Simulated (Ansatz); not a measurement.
HgO (zinc blende, F-43m) under volume change, DFT-HSE06 in the program Ansatz with PAW potentials, scaled uniformly.

| V (Å³/atom) | E − E(relaxed) (meV/atom) | P (GPa) |
|---|---|---|
| 16.085 | 52.8 | 11.59 |
| 16.616 | 22.1 | 7.05 |
| 17.146 | 5.2 | 3.23 |
| 17.676 | 0.0 | 0.03 |
| 18.206 | 4.4 | -2.67 |
| 18.737 | 17.2 | -4.94 |
| 19.267 | 36.7 | -6.84 |

Problem. What does a third-order Birch–Murnaghan fit give for V₀, B₀ and B′?

Solution. V₀ = 17.68 Å³/atom, B₀ = 97.8 GPa, B′ = 4.8.

The cell is a constructed one: a structure type filled with these elements; neither database checked (COD, Materials Project) lists it. COD files the formula under space group No. 44, 62, so this cell is another polymorph or a model. Whether it is the stable phase at ambient conditions was not checked. The cell was relaxed with HSE06 under the symmetry of its start; its stability against distortions is not shown here. The hybrid run found no gap, on a coarse k-mesh. Spin–orbit coupling is left out wherever it is not named.

Potentials: the later of the program's two PAW sets.
